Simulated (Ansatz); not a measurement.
Consider the following.

Relaxed Li (bcc, W type):

```
Li
1.0
   -3.47745     3.47745     3.47745
    1.73873    -1.73873     1.73873
    1.73873     1.73873    -1.73873
Li
2
Direct
  0.00000   0.00000   0.00000
  0.50000   0.00000   0.00000
```

The atoms are displaced by Q × the pattern below (from a DFPT mode at N = (0.5, 0.0, 0.0), largest move 1; Q in Å), at fixed cell. (q is in reciprocal vectors of the primitive cell; the cell shown is doubled to hold the pattern.)

```csv
atom,x,y,z
Li1,1.000,0.000,0.000
Li2,-1.000,0.000,0.000
```

Level of theory: r2SCAN (plane waves to 500 eV, PAW, scalar-relativistic; Ansatz, a first-principles code). k mesh 19×19×19 (Γ-centred), Fermi-Dirac smearing 0.05 eV. E stands for the smeared free energy. With partly filled bands, energies and forces of such displacements shift with the k mesh and the smearing. Li was relaxed with its symmetry unable to fall. ΔE is measured from the undisplaced structure.

The scan covers Q from -0.280 to 0.280 Å in 13 points.

### Question
Which space group does the distorted structure have?

### Answer
Cmcm (No. 63), lowered from Im-3m.

### Question
What is the energy change at Q = 0.280 Å?

### Answer
69 meV/cell.

### Question
What harmonic wavenumber does the curvature at Q = 0 give?

### Answer
186 cm⁻¹.

(For displaced atoms, the force is minus the slope of the energy, and its curvature is a force constant, which sets phonon frequencies.)
